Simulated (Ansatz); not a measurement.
Here is the system:

TiC (rock salt)

```yaml
crystal:
  lattice:
    - [0.00000, 2.14648, 2.14648]
    - [2.14648, 0.00000, 2.14648]
    - [2.14648, 2.14648, 0.00000]
  atoms:
    - { symbol: C, position: [0.00000, 0.00000, 0.00000] }
    - { symbol: Ti, position: [0.50000, 0.50000, 0.50000] }
```

Scan: atom 1 (C, nearest neighbour Ti at 2.146 Å; its periodic images, 3.0 Å or more away, move with it) is displaced towards the nearest neighbour, direction (0.000, 0.000, 1.000) in Cartesian axes, by s. The other atoms stay.

The numbers are results of PBEsol (plane waves to 420 eV, PAW, scalar-relativistic; Ansatz, a program for electronic structure), not measurements. k mesh 15×15×15 (Γ-centred), Fermi-Dirac smearing 0.05 eV. Energies are smeared free energies. With partly filled bands, energies and forces of such displacements shift with the k mesh and the smearing. The PAW data are Ansatz's earlier set. TiC is run without spin polarisation. TiC was relaxed with its symmetry unable to fall. The zero of ΔE is the undisplaced structure.

The scan covers s from -0.210 to 0.210 Å in 11 points.

Is this a single well or a double well?

A single well with its minimum at or next to zero displacement.

Is the energy the same for equal positive and negative displacements?

Even: the same for both signs. With its periodic images moving along, the atom's site symmetry in this cell is m-3m.

What is the force constant k = d²E/ds² of this move at s = 0?

10.4 eV/Å².

With two atoms in the cell this is the zone-centre optical mode. What wavenumber follows?

542 cm⁻¹.

(A displaced cell: forces are minus the slopes of the energy, force constants its curvatures, and phonons follow from these.)
